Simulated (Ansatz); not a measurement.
ZnNi: how the free axis answers a strain

ZnNi, P4/mmm, a = 2.693 Å, c = 3.189 Å. The structure is a COD entry; whether it is the stable form wasn't checked. Ansatz: r2SCAN, PAW, 500 eV, Γ-centred 20×20×16 mesh on 2 atoms, Gaussian smearing 0.10 eV; no spin polarisation. Series: uniaxial strain along c, with a, b and atoms relaxed; x is the strain in per cent. y is the change of a in per cent of 2.693 Å.

| x (%) | y (%) |
| --- | --- |
| -3.0 | ? |
| -2.0 | 0.90 |
| -1.0 | 0.44 |
| 0.0 | 0.00 |
| 1.0 | -0.43 |
| 2.0 | -0.84 |
| 3.0 | -1.25 |

**Question.** Fit y = c1 x + c2 x² to the other rows, say what c1 measures, and predict the missing y.

**Answer.** Least squares on the rows shown. y = −0.4358 x + 0.006662 x². So −c1 = 0.436 is Poisson's ratio for this pair of axes. At x = -3.0 the fit asked for gives 1.37 %. The run gave 1.38 %, so the fit is 0.01 % too low, a small miss on the scale of the series.